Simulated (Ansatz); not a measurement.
Relaxed ZnS (zinc blende):

```yaml
crystal:
  lattice:
    - [0.00000, 5.44344, 5.44344]
    - [2.72172, 0.00000, 2.72172]
    - [2.72172, 2.72172, 0.00000]
  atoms:
    - { symbol: S, position: [0.37500, 0.75000, 0.75000] }
    - { symbol: S, position: [0.87500, 0.75000, 0.75000] }
    - { symbol: Zn, position: [0.00000, 0.00000, 0.00000] }
    - { symbol: Zn, position: [0.50000, 0.00000, 0.00000] }
```

A phonon eigenvector at L = (0.5, 0.0, 0.0) is frozen into this cell: atom i moves by Q times the vector below, so Q is the largest atomic displacement, in Å. The cell is held. It is one choice among 2 degenerate patterns. (q is in reciprocal vectors of the primitive cell; the cell shown is doubled to hold the pattern.)

```tsv
atom	x	y	z
S1	-0.285	0.520	-0.805
S2	0.285	-0.520	0.805
Zn3	-0.112	0.204	-0.316
Zn4	0.112	-0.204	0.316
```

The numbers are results of PBE (plane waves to 420 eV, PAW, scalar-relativistic; Ansatz, a program for electronic structure), not measurements. k mesh 5×10×10 (Γ-centred), Fermi-Dirac smearing 0.05 eV. ZnS was relaxed with its symmetry unable to fall.

At one point of the scan the forces (eV/Å) are:

| atom | Fx | Fy | Fz |
|---|---|---|---|
| S1 | 0.575 | -0.716 | 0.976 |
| S2 | -0.081 | 0.454 | -0.762 |
| Zn3 | 0.020 | -0.344 | 0.594 |
| Zn4 | -0.514 | 0.606 | -0.808 |

Which point is it?
A. Q = 0.120 Å
B. Q = 0.030 Å
C. Q = 0.090 Å
D. Q = 0.180 Å

A, Q = 0.120 Å

(A displaced cell: forces are minus the slopes of the energy, force constants its curvatures, and phonons follow from these.)
